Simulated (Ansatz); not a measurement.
**71Ga nuclear quadrupole resonance in La₃Ga₅SiO₁₄**

Cell: a Materials Project structure (computed, not necessarily an observed phase).

```cif
data_La3Ga5SiO14
_symmetry_space_group_name_H-M 'P3'
_symmetry_Int_Tables_number 143
_cell_length_a 8.2629
_cell_length_b 8.2629
_cell_length_c 5.1487
_cell_angle_alpha 90.000
_cell_angle_beta 90.000
_cell_angle_gamma 120.000
loop_
_atom_site_label
_atom_site_type_symbol
_atom_site_symmetry_multiplicity
_atom_site_Wyckoff_symbol
_atom_site_fract_x
_atom_site_fract_y
_atom_site_fract_z
La La 3 d 0.6579 0.7447 0.0046
Ga4 Ga 3 d 0.6689 0.0972 0.4950
Ga7 Ga 1 c 0.6667 0.3333 0.9983
Ga8 Ga 1 b 0.3333 0.6667 0.4737
Si Si 1 a 0.0000 0.0000 0.5427
O10 O 1 a 0.0000 0.0000 0.2262
O11 O 1 b 0.3333 0.6667 0.8267
O12 O 3 d 0.3529 0.4781 0.3035
O15 O 3 d 0.1921 0.1721 0.6767
O18 O 3 d 0.5808 0.4720 0.7628
O21 O 3 d 0.4444 0.1874 0.2348
```

One atom of each set is listed.

The numbers come from a DFT calculation in Ansatz (PBE, plane waves and PAW, scalar-relativistic, 420 eV cutoff, Γ-centred 3×3×5 k-points, Fermi–Dirac smearing 0.02 eV).

71Ga: I = 3/2, Q = 107.0 mb (year-2017 value). Static lattice, zero field.

Sites with a gradient: Ga4 (3 atoms; 4 O at 1.84–1.96 Å; also 2 O at 2.68–2.73 Å); Ga7 (1 atom; 6 O at 2.02 Å); Ga8 (1 atom; 4 O at 1.82–1.86 Å).

(1) The simulated spectrum has lines at 2.68, 6.84, 13.6 MHz. Sort them into the sets that belong together, and say which site each set most likely comes from.

Results:

(1) For I = 3/2 there is one line, ν = (|C_Q|/2)(1 + η²/3)^½. Ga4: 13.6 MHz (|C_Q| = 25.6 MHz, η = 0.61). Ga7: 2.68 MHz (|C_Q| = 5.35 MHz, η = 0.00). Ga8: 6.84 MHz (|C_Q| = 13.7 MHz, η = 0.00).

The sites follow from the calculation. An axis of threefold or higher order runs through Ga7 and Ga8, so V_zz lies along it and η is zero. Like point charges on the first shell alone (each adding as 1/d³) would give the same order, so the shape of the shell goes a long way to explain it.
